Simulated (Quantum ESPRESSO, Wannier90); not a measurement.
# Wannier functions of TaN (P-6m2)

Materials Project entry mp-1459; symmetrised, unrelaxed at this level. COD (Crystallography Open Database) has the formula in 5 space groups, this one among them (matched by group alone). Level: PBEsol, no spin polarisation, no spin-orbit coupling; pw.x of Quantum ESPRESSO at 68 Ry with PseudoDojo potentials, 12×12×10 k-points, Wannier90. Density: 12×12×10 mesh, cold smearing 0.01 Ry. Spin-orbit coupling is left out although heavy elements are present.

```
begin unit_cell_cart
ang
    2.9399401188    0.0000000000    0.0000000000
   -1.4699700594    2.5460628285    0.0000000000
    0.0000000000    0.0000000000    2.8901800000
end unit_cell_cart
mp_grid = 12 12 10
```

Which shells of neighbouring k-points and which b-vectors and weights does Wannier90 pick for this cell and mesh?


```
 *---------------------------------- K-MESH ----------------------------------*
 +----------------------------------------------------------------------------+
 |                    Distance to Nearest-Neighbour Shells                    |
 |                    ------------------------------------                    |
 |          Shell             Distance (Ang^-1)          Multiplicity         |
 |          -----             -----------------          ------------         |
 |             1                   0.205650                      6            |
 |             2                   0.217398                      2            |
 |             3                   0.299255                     12            |
 |             4                   0.356197                      6            |
 |             5                   0.411301                      6            |
 |             6                   0.417298                     12            |
 |             7                   0.434795                      2            |
 |             8                   0.465220                     12            |
       ... (lines left out)
 +----------------------------------------------------------------------------+
 | The b-vectors are chosen automatically                                     |
 | The following shells are used:                       1,  2                 |
 +----------------------------------------------------------------------------+
 |                        Shell   # Nearest-Neighbours                        |
 |                        -----   --------------------                        |
 |                          1               6                                 |
 |                          2               2                                 |
 +----------------------------------------------------------------------------+
 | Completeness relation is fully satisfied [Eq. (B1), PRB 56, 12847 (1997)]  |
 +----------------------------------------------------------------------------+
 |                  b_k Vectors (Ang^-1) and Weights (Ang^2)                  |
 |                  ----------------------------------------                  |
 |            No.         b_k(x)      b_k(y)      b_k(z)        w_b           |
 |            ---        --------------------------------     --------        |
 |             1         0.000000    0.205650    0.000000     7.881697        |
 |             2         0.178098    0.102825    0.000000     7.881697        |
 |             3         0.000000   -0.205650    0.000000     7.881697        |
 |             4         0.178098   -0.102825    0.000000     7.881697        |
 |             5        -0.178098   -0.102825    0.000000     7.881697        |
 |             6        -0.178098    0.102825    0.000000     7.881697        |
 |             7         0.000000    0.000000    0.217398    10.579376        |
 |             8         0.000000    0.000000   -0.217398    10.579376        |
```
